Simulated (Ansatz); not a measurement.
Polymorphs of MoPd, each relaxed with DFT-r²SCAN in the program Ansatz with PAW potentials:

A: Cmcm
a = 2.6362 Å, b = 10.5969 Å, c = 4.3257 Å, α = β = γ = 90.00°

```csv
atom,site,symmetry,x,y,z
Mo,4c,m2m,0.0000,0.3252,0.2500
Pd,4c,m2m,0.0000,0.0690,0.2500
```

B: L1₀ or tetragonal B2 (P4/mmm)
a = 2.696 Å, b = 2.696 Å, c = 4.127 Å, α = 90.00°, β = 90.00°, γ = 90.00°

```tsv
atom	site	symmetry	x	y	z
Pd	1a	4/mmm	0.0000	0.0000	0.0000
Mo	1d	4/mmm	0.5000	0.5000	0.5000
```

### Question
Put the candidates in order of energy per atom at 0 K, lowest first, for r²SCAN.

### Answer
B (+0 meV/atom), A (+19 meV/atom)

Typed or built starts, not in the databases checked: A; B. All cells were relaxed under the symmetry of their starts (and spin orders); stability against distortions was not tested throughout. Rows with no word on spin ran without spin polarisation. Spin–orbit coupling is left out wherever it is not named.

Energies hold the estimated change up to a 700 eV cutoff; steps of a few meV lie near the error of the meshes.

Potentials: the earlier of the program's two PAW sets.
